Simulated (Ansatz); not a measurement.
ZnSi2O:
```cif
data_OSi2Zn
_chemical_formula_sum 'Zn1 O1 Si2'
_space_group_name_H-M_alt 'P 1'
_space_group_IT_number 1
_cell_length_a 6.38261
_cell_length_b 6.38261
_cell_length_c 6.38261
_cell_angle_alpha 31.172
_cell_angle_beta 31.172
_cell_angle_gamma 31.172
loop_
_space_group_symop_operation_xyz
  'x, y, z'
loop_
_atom_site_label
_atom_site_type_symbol
_atom_site_fract_x
_atom_site_fract_y
_atom_site_fract_z
_atom_site_occupancy
Zn1 Zn 0.02112 0.02112 0.02112 1
O1 O 0.13582 0.13582 0.13582 1
Si1 Si 0.48117 0.48117 0.48117 1
Si2 Si 0.61193 0.61193 0.61193 1
```

Relaxed with r²SCAN.

Task: Which orbitals make up the states near the Fermi level in r²SCAN in the plane-wave PAW code Ansatz?

Result: Within 0.5 eV of the Fermi level: Si 3p 62 %, Si 3s 15 %, O 2p 10 %, outside the projected shells 7 %. Projections are on Löwdin-orthogonalised atomic valence shells; empty p or d shells of many metals are not among them.

Task: Tabulate the density of states.

Result: States/eV per cell of 4 atoms, in 0.25 eV bins, energy from the Fermi level.

| E (eV) | total | Si 3p | Zn 3d | O 2p |
|---|---|---|---|---|
| -7.85 | 10.29 | 0.25 | 9.54 | 0.33 |
| -7.60 | 4.08 | 0.37 | 2.78 | 0.67 |
| -7.35 | 4.22 | 0.63 | 1.70 | 1.61 |
| -7.10 | 3.34 | 0.52 | 1.00 | 1.46 |
| -6.85 | 2.58 | 0.38 | 0.65 | 1.17 |
| -6.60 | 1.47 | 0.24 | 0.40 | 0.49 |
| -6.35 | 1.85 | 0.25 | 0.41 | 0.80 |
| -6.10 | 2.01 | 0.19 | 0.36 | 1.06 |
| -5.85 | 1.81 | 0.11 | 0.27 | 1.08 |
| -5.60 | 0.10 | 0.02 | 0.01 | 0.04 |
| -5.35 | 0.14 | 0.04 | 0.01 | 0.05 |
| -5.10 | 0.32 | 0.13 | 0.01 | 0.08 |
| -4.85 | 0.66 | 0.32 | 0.02 | 0.13 |
| -4.60 | 1.21 | 0.65 | 0.03 | 0.24 |
| -4.35 | 2.20 | 1.23 | 0.04 | 0.45 |
| -4.10 | 1.85 | 0.97 | 0.03 | 0.45 |
| -3.85 | 1.09 | 0.53 | 0.02 | 0.32 |
| -3.60 | 0.89 | 0.46 | 0.02 | 0.25 |
| -3.35 | 0.64 | 0.45 | 0.02 | 0.06 |
| -3.10 | 1.02 | 0.68 | 0.03 | 0.12 |
| -2.85 | 1.33 | 0.86 | 0.04 | 0.19 |
| -2.60 | 0.83 | 0.55 | 0.03 | 0.09 |
| -2.35 | 0.73 | 0.50 | 0.02 | 0.06 |
| -2.10 | 1.10 | 0.62 | 0.03 | 0.18 |
| -1.85 | 1.04 | 0.59 | 0.02 | 0.14 |
| -1.60 | 0.89 | 0.54 | 0.02 | 0.10 |
| -1.35 | 0.93 | 0.58 | 0.01 | 0.09 |
| -1.10 | 1.65 | 0.95 | 0.02 | 0.17 |
| -0.85 | 2.06 | 1.16 | 0.02 | 0.21 |
| -0.60 | 1.19 | 0.69 | 0.01 | 0.11 |
| -0.35 | 0.83 | 0.51 | 0.01 | 0.07 |
| -0.10 | 1.35 | 0.81 | 0.02 | 0.14 |
| 0.15 | 1.64 | 1.01 | 0.02 | 0.18 |
| 0.40 | 1.19 | 0.77 | 0.01 | 0.13 |
| 0.65 | 0.79 | 0.64 | 0.01 | 0.02 |
| 0.90 | 0.96 | 0.80 | 0.01 | 0.02 |
| 1.15 | 0.79 | 0.62 | 0.01 | 0.03 |
| 1.40 | 1.36 | 0.68 | 0.01 | 0.13 |
| 1.65 | 2.50 | 1.13 | 0.01 | 0.31 |
| 1.90 | 3.17 | 1.66 | 0.01 | 0.38 |
| 2.15 | 1.38 | 0.85 | 0.01 | 0.13 |
| 2.40 | 0.94 | 0.62 | 0.00 | 0.07 |
| 2.65 | 1.77 | 0.99 | 0.01 | 0.15 |
| 2.90 | 1.78 | 0.90 | 0.00 | 0.13 |
| 3.15 | 1.68 | 0.79 | 0.00 | 0.12 |
| 3.40 | 1.86 | 0.77 | 0.00 | 0.15 |
| 3.65 | 1.18 | 0.50 | 0.00 | 0.07 |
| 3.90 | 0.86 | 0.40 | 0.00 | 0.04 |
| 4.15 | 1.24 | 0.52 | 0.00 | 0.07 |
| 4.40 | 1.55 | 0.63 | 0.00 | 0.11 |
| 4.65 | 2.06 | 1.02 | 0.00 | 0.13 |

Space group R3m. The start of the workflow was typed in or built on a structure type; neither database checked (COD, Materials Project) lists it. Its standing as an ambient phase is unchecked. Symmetry was held in the r²SCAN relaxation; whether a distortion lowers the energy is not shown. The volume moved by 18 % from the start of the relaxation.

Potentials: the earlier of the program's two PAW sets. The files were generated under PBE; for other functionals the program regenerates the frozen cores, and for LDA and PBEsol the local potential too.
